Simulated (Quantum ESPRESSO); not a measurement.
Al2Os2MoHf2Ta, one composition in several site orders

Computed values, not a measurement. The program is pw.x of Quantum ESPRESSO 7.5 (plane-wave density functional theory). The cell is made up: eight metal atoms on a face-centred cubic lattice, with elements, volume, strain and displacements drawn at random and not relaxed, so it may be unstable or far from any real phase. PseudoDojo standard norm-conserving files set the functional (PBE unless stated); there is no spin polarisation or spin-orbit coupling, the Fermi-Dirac width of 0.25 eV means electrons at about 2900 K, and the masses in the input are unused placeholders. Heavy elements are run without spin-orbit coupling, which real alloys of them have. A spin test at this wide smearing found no moment, but such smearing suppresses magnetism that the real alloy may have.

The runs put one composition on the sites in different orders. Cell, positions, cutoff, mesh and smearing stay as in the input of run 1; sites are counted in its order. Stress in the tables is positive in tension.

Input of run 1:

```
&control calculation='scf', pseudo_dir='./dojo.nc.sr.pbe.v0_5.standard.upf', outdir='./o', disk_io='medium', tprnfor=.true., tstress=.true. /
&system ibrav=0, nat=8, ntyp=5, nbnd=61, ecutwfc=79.96652505, nosym=.true., tot_charge=0,
 occupations='smearing', smearing='fd', degauss=0.0183746611
/
&electrons conv_thr=1.470e-08, electron_maxstep=70, mixing_beta=0.5 /
ATOMIC_SPECIES
Al 1.0 Al.upf
Hf 1.0 Hf.upf
Mo 1.0 Mo.upf
Os 1.0 Os.upf
Ta 1.0 Ta.upf
CELL_PARAMETERS angstrom
2.0965 4.193 2.0965
0.0 4.193 -4.193
-4.193 4.193 0.0
ATOMIC_POSITIONS angstrom
Al 0.0071 -0.0154 0.0224
Os -2.0604 2.1268 -0.0198
Al 0.0191 2.1044 -2.0753
Mo -2.0634 4.2186 -2.1201
Hf 0.0432 4.2147 -0.0569
Os -2.0789 6.2384 -0.0094
Ta 0.0161 6.322 -2.1008
Hf -2.0923 8.4251 -2.0976
K_POINTS automatic
5 5 5 1 1 1
```

| run | elements on sites 1 to 8 | free energy less that of run 1 (eV) | -TS (eV) | pressure (GPa) | stress xx (GPa) | stress yy (GPa) | stress zz (GPa) | stress yz (GPa) | stress xz (GPa) | stress xy (GPa) | iterations |
| --- | --- | --- | --- | --- | --- | --- | --- | --- | --- | --- | --- |
| 1 | Al Os Al Mo Hf Os Ta Hf | 0.000 | -1.623 | -12.06 | 11.98 | 12.95 | 11.26 | 2.05 | -0.09 | -0.31 | 17 |
| 2 | Mo Os Al Ta Hf Al Os Hf | -0.856 | -1.483 | -13.82 | 12.17 | 16.03 | 13.25 | -1.34 | -0.48 | 0.47 | 15 |
| 3 | Ta Hf Hf Al Mo Al Os Os | 0.393 | -1.722 | -11.79 | 10.74 | 12.35 | 12.28 | 1.77 | 2.50 | 3.81 | 15 |
| 4 | Al Os Ta Hf Os Al Hf Mo | -0.141 | -1.503 | -12.40 | 11.82 | 11.31 | 14.07 | -3.28 | 0.98 | -1.96 | 15 |
| 5 | Al Al Os Hf Hf Os Mo Ta | -0.452 | -1.623 | -12.09 | 10.05 | 17.17 | 9.07 | 0.25 | -1.25 | -0.53 | 15 |
| 6 | Al Ta Os Os Mo Al Hf Hf | 0.140 | -1.684 | -12.08 | 9.96 | 11.22 | 15.05 | -1.55 | -1.31 | 2.50 | 17 |

Forces Fx Fy Fz (eV/Å):

| site | run 1 | run 2 | run 3 | run 4 | run 5 | run 6 |
| --- | --- | --- | --- | --- | --- | --- |
| 1 | 0.31 0.12 -0.37 | -0.20 -0.25 -0.30 | 0.19 0.19 0.17 | 0.23 0.03 -0.49 | 0.33 0.05 -0.14 | -0.08 0.17 -0.55 |
| 2 | -0.09 -0.14 0.01 | -0.09 0.12 -0.01 | -0.19 -0.09 0.63 | -0.48 -0.28 -0.18 | -0.33 -0.19 0.00 | -0.26 -0.29 -1.04 |
| 3 | 0.31 -0.04 0.23 | -0.29 -0.03 -0.35 | 0.19 -0.20 -0.76 | 0.06 0.09 0.57 | 0.24 0.14 -0.25 | 0.16 -0.11 0.18 |
| 4 | -0.19 -0.14 0.15 | -0.05 -0.49 -0.43 | -0.25 -0.16 -0.13 | -0.42 -0.11 0.88 | -0.82 -0.17 0.02 | -0.12 0.27 0.40 |
| 5 | -0.53 -0.05 0.95 | -0.20 0.14 1.35 | 0.06 0.16 -0.01 | 0.32 0.20 0.34 | 0.79 0.12 1.09 | -0.12 -0.26 0.13 |
| 6 | -0.19 0.52 0.14 | 0.18 0.64 0.31 | 0.12 0.26 0.08 | 0.27 0.26 0.47 | -0.26 -0.05 0.33 | -0.26 0.16 -0.47 |
| 7 | -0.42 -0.11 -0.55 | 0.14 -0.04 0.22 | -0.12 0.12 0.15 | -0.18 -0.14 -1.20 | 0.53 0.22 -0.38 | 0.56 0.28 0.72 |
| 8 | 0.81 -0.16 -0.56 | 0.52 -0.10 -0.80 | 0.00 -0.28 -0.14 | 0.18 -0.07 -0.40 | -0.49 -0.11 -0.68 | 0.13 -0.20 0.63 |

The sites are displaced and not relaxed, so the energy differences mix bonding between neighbours with strain and are not ordering energies. A rerun of one cell of this series at a higher cutoff and on a denser mesh moved values by no more than 0.003 eV in energy, 0.02 GPa in stress and 0.006 eV/Å in force, and a second program with other atomic files agreed on that cell to 2 % rms in force and 0.5 GPa in pressure.